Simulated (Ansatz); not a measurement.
**Profile along the V–V line in V (bcc, W type)**

V (bcc, W type), conventional cell a = 2.959 Å, b = 2.959 Å, c = 2.959 Å, α = 90.00°, β = 90.00°, γ = 90.00°. The calculation uses the primitive cell of 1 atom, to which meshes and values per cell refer.

Fields along a shortest V–V line of a {211} plane (2.56 Å), from V to V, interpolated on the slice's grid (step about 0.1 Å). Level of theory: PBEsol (plane waves to 420 eV, PAW, scalar-relativistic; Ansatz, an electronic-structure program). k mesh 22×22×22. These are valence fields of a PAW run, semicore shells included where kept as valence: close to a nucleus they are smooth pseudo fields. V is run without spin polarisation. V was relaxed with its symmetry unable to fall.

```json
[
 {"distance from V (Å)": "0.00", "valence electron density (e/Å³)": "16.77", "electron localisation function": "x"},
 {"distance from V (Å)": "0.26", "valence electron density (e/Å³)": "12.90", "electron localisation function": "x"},
 {"distance from V (Å)": "0.51", "valence electron density (e/Å³)": "5.60", "electron localisation function": "0.73"},
 {"distance from V (Å)": "0.77", "valence electron density (e/Å³)": "1.36", "electron localisation function": "0.40"},
 {"distance from V (Å)": "1.02", "valence electron density (e/Å³)": "0.41", "electron localisation function": "0.16"},
 {"distance from V (Å)": "1.28", "valence electron density (e/Å³)": "0.31", "electron localisation function": "0.23"},
 {"distance from V (Å)": "1.54", "valence electron density (e/Å³)": "0.41", "electron localisation function": "0.16"},
 {"distance from V (Å)": "1.79", "valence electron density (e/Å³)": "1.36", "electron localisation function": "0.40"},
 {"distance from V (Å)": "2.05", "valence electron density (e/Å³)": "5.60", "electron localisation function": "0.73"},
 {"distance from V (Å)": "2.30", "valence electron density (e/Å³)": "12.90", "electron localisation function": "x"},
 {"distance from V (Å)": "2.56", "valence electron density (e/Å³)": "16.77", "electron localisation function": "x"}
]
```

x: too close to a nucleus for the ELF to mean much.

Density on the V–V line (2.56 Å) at its midpoint: 0.31 e/Å³. ELF at that point: 0.23.
